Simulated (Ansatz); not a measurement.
LaPd:
```cif
data_La4Pd4
_chemical_formula_sum 'La4 Pd4'
_space_group_name_H-M_alt 'Cmcm'
_space_group_IT_number 63
_space_group_name_Hall '-C 2c 2'
_cell_length_a 3.97775
_cell_length_b 11.09895
_cell_length_c 4.64516
_cell_angle_alpha 90.000
_cell_angle_beta 90.000
_cell_angle_gamma 90.000
loop_
_atom_site_label
_atom_site_type_symbol
_atom_site_symmetry_multiplicity
_atom_site_Wyckoff_symbol
_atom_site_fract_x
_atom_site_fract_y
_atom_site_fract_z
_atom_site_occupancy
La1 La 4 c 0.00000 0.13441 0.75000 1
Pd1 Pd 4 c 0.00000 0.58805 0.25000 1
```
(The calculation used a cell of 4 atoms; values per cell refer to that cell.)

Relaxed with r²SCAN.

Problem. Which orbitals make up the states near the Fermi level in plane-wave PAW r²SCAN (Ansatz code)?

Solution. Within 0.5 eV of the Fermi level: La 5d 66 %, La 6s 10 %, La 4f 7 %, Pd 4d 7 %, outside the projected shells 8 %. Projections are on Löwdin-orthogonalised atomic valence shells; empty p or d shells of many metals are not among them.

Problem. Tabulate the density of states.

Solution. States/eV per cell of 4 atoms, in 0.25 eV bins, energy from the Fermi level.

```csv
E (eV),total,Pd 4d,La 5d,La 4f
-5.30,0.00,0.00,0.00,0.00
-5.05,0.06,0.00,0.00,0.00
-4.80,0.21,0.02,0.01,0.00
-4.55,0.59,0.19,0.06,0.00
-4.30,5.07,3.38,1.04,0.03
-4.05,12.83,9.99,1.86,0.11
-3.80,16.43,13.80,1.59,0.14
-3.55,11.17,9.53,0.89,0.10
-3.30,9.45,8.12,0.77,0.08
-3.05,14.41,13.05,0.73,0.15
-2.80,10.64,9.72,0.43,0.12
-2.55,3.05,2.36,0.19,0.04
-2.30,1.39,0.55,0.28,0.02
-2.05,3.39,0.92,1.51,0.04
-1.80,3.14,0.77,1.56,0.05
-1.55,3.02,0.58,1.66,0.08
-1.30,1.19,0.19,0.58,0.04
-1.05,0.36,0.03,0.24,0.01
-0.80,1.02,0.08,0.61,0.05
-0.55,2.01,0.13,1.31,0.09
-0.30,2.61,0.18,1.72,0.13
-0.05,2.84,0.19,1.87,0.18
0.20,3.72,0.23,2.48,0.30
0.45,3.29,0.22,2.17,0.30
0.70,3.57,0.29,2.38,0.41
0.95,4.82,0.39,3.07,0.71
1.20,5.82,0.47,3.58,1.03
1.45,8.59,0.58,4.70,2.26
1.70,6.12,0.31,2.29,2.98
1.95,13.17,0.31,1.85,10.59
```

The first step of the workflow began from a Materials Project structure, measured or hypothetical; the Crystallography Open Database copy checked does not list it. Whether it is the stable phase at ambient conditions was not checked. Symmetry was held in the r²SCAN relaxation; whether a distortion lowers the energy is not shown. No spin polarisation was allowed. Spin–orbit coupling is left out wherever it is not named.

Potentials: the later of the program's two PAW sets.
